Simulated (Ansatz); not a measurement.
Molecular dynamics on a 2×2×1 supercell (16 atoms) of ZnGeAs2 (ordering on zincblende), relaxed with r2SCAN. Forces come from r2SCAN in Ansatz 0.2.0: a Nosé-Hoover thermostat at fixed volume, 200 K, steps of 1 fs. Classical nuclei, no spin polarisation; a few dozen steps show the first response, not equilibrium. The structure comes from a prototype and may be hypothetical.

```yaml
crystal:
  lattice:
    - [7.9736527125, 0.0, 0.0]
    - [0.0, 7.9736527125, 0.0]
    - [0.0, 0.0, 5.6785713029]
  atoms:
    - { symbol: Zn, position: [0.0, 0.0, 0.0] }
    - { symbol: As, position: [0.0, 0.25, 0.2434336159] }
    - { symbol: Ge, position: [0.25, 0.25, 0.5] }
    - { symbol: As, position: [0.25, 0.0, 0.7565663841] }
    - { symbol: Zn, position: [0.0, 0.5, 0.0] }
    - { symbol: As, position: [0.0, 0.75, 0.2434336159] }
    - { symbol: Ge, position: [0.25, 0.75, 0.5] }
    - { symbol: As, position: [0.25, 0.5, 0.7565663841] }
    - { symbol: Zn, position: [0.5, 0.0, 0.0] }
    - { symbol: As, position: [0.5, 0.25, 0.2434336159] }
    - { symbol: Ge, position: [0.75, 0.25, 0.5] }
    - { symbol: As, position: [0.75, 0.0, 0.7565663841] }
    - { symbol: Zn, position: [0.5, 0.5, 0.0] }
    - { symbol: As, position: [0.5, 0.75, 0.2434336159] }
    - { symbol: Ge, position: [0.75, 0.75, 0.5] }
    - { symbol: As, position: [0.75, 0.5, 0.7565663841] }
kpoints:
  mp_grid: { grid: [2, 2, 2] }
hamiltonian:
  xc: r2scan
scf:
  occupations: { method: fermi_dirac, width: 0.02 }
md:
  ensemble: nvt_nose_hoover
  temperature: 200
  timestep: 1.0
  n_steps: 20
  initial_velocities: maxwell_boltzmann
  seed: 3562
```

Run as `ansatz run input.yaml --threads 4 --pin off --max-ram 3686MiB --backend cpu --events-out ev --progress --plain --runs-dir out`.

```
step  t (fs)  T (K)  free energy F from step 0 (meV/atom)  kinetic energy (meV/atom)  largest force (eV/Å)
   0       0    200                                   0.0                       24.2                  0.01
   1       1    200                                   0.0                       24.2                  0.05
   2       2    199                                   0.1                       24.1                  0.10
   3       3    197                                   0.3                       23.9                  0.15
   4       4    196                                   0.5                       23.7                  0.19
   5       5    193                                   0.8                       23.4                  0.24
   6       6    190                                   1.2                       23.0                  0.28
   7       7    187                                   1.6                       22.6                  0.33
   8       8    183                                   2.1                       22.1                  0.38
   9       9    178                                   2.6                       21.6                  0.42
  10      10    174                                   3.2                       21.1                  0.46
  11      11    169                                   3.8                       20.4                  0.50
  12      12    163                                   4.5                       19.8                  0.55
  13      13    158                                   5.1                       19.1                  0.58
  14      14    152                                   5.9                       18.4                  0.62
  15      15    146                                   6.6                       17.7                  0.66
  16      16    140                                   7.4                       16.9                  0.70
  17      17    133                                   8.1                       16.1                  0.73
  18      18    127                                   8.9                       15.4                  0.76
  19      19    120                                   9.7                       14.6                  0.79
  20      20    114                                  10.5                       13.8                  0.82
```

The temperature goes from 200 K to 114 K in 20 fs. The thermostat hasn't had time to restore it. The atoms start on their lattice sites with kinetic energy alone, so much of it first passes into potential energy. By the last step the atoms have moved 0.05 Å in the root mean square, the drift of the whole cell taken out, 0.08 Å at most.

Positions (Å) and forces (eV/Å) at step 20:
```
Zn   0.023  -0.011  -0.045    -0.117  -0.052   0.395
As  -0.009   1.996   1.362    -0.149   0.002   0.046
Ge   1.949   2.000   2.851     0.357  -0.040  -0.141
As   1.992  -0.033   4.296     0.116   0.324  -0.080
Zn   0.011   4.032  -0.015    -0.445  -0.352   0.056
As  -0.012   5.954   1.383     0.305   0.459   0.096
Ge   2.009   5.967   2.877    -0.310  -0.135  -0.231
As   1.977   3.986   4.350     0.286  -0.049  -0.326
Zn   3.993  -0.065  -0.040     0.064   0.471   0.227
As   3.978   2.034   1.367    -0.052  -0.743   0.351
Ge   5.986   1.989   2.862    -0.124   0.202  -0.536
As   6.002   0.009   4.275    -0.128  -0.054   0.296
Zn   4.026   3.952  -0.018    -0.323   0.560   0.249
As   3.983   6.012   1.442     0.039  -0.447  -0.450
Ge   6.001   6.016   2.829    -0.110  -0.305   0.086
As   5.942   3.996   4.283     0.591   0.159  -0.040
```

Overlapping bands make a metal at that level, for which these meshes are coarse; small forces, stresses and energy differences are uncertain. A small overlap in a semilocal functional can be an artefact that a hybrid or GW lifts.
